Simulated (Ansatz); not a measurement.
Input:

InF3:
```
CELL_PARAMETERS angstrom
      2.65200     1.53113     4.86462
     -2.65200     1.53113     4.86462
      0.00000    -3.06227     4.86462
ATOMIC_POSITIONS crystal
  In 0.50000 0.50000 0.50000
  In 0.00000 0.00000 0.00000
  F  0.38210 0.75000 0.11790
  F  0.61790 0.25000 0.88210
  F  0.11790 0.38210 0.75000
  F  0.88210 0.61790 0.25000
  F  0.75000 0.11790 0.38210
  F  0.25000 0.88210 0.61790
```

This is the r²SCAN-relaxed structure. Cartesian axes are those of the cell as given.

Task: All from r²SCAN (plane waves, PAW; program Ansatz), unless another level is named. Estimate the vibrational entropy at 300 K.

Result: 26.8 J/(K·mol of atoms).

Task: What about the Debye temperature from the elastic constants?

Result: 284 K.

Task: And the elastic constants (relaxed ions, GPa)?

Result: C11 = 40.2, C12 = -9.3, C13 = 22.4, C14 = -19.4, C33 = 71.5, C44 = 41.1.

Space group R-3c. The first step of the workflow began from a Materials Project structure, measured or hypothetical; the Crystallography Open Database files this formula in space group No. 167, but the cells were not matched. Its standing as an ambient phase is unchecked. Symmetry was held in the r²SCAN relaxation; its stability against distortions is not shown here.

Potentials: the later of the program's two PAW sets.
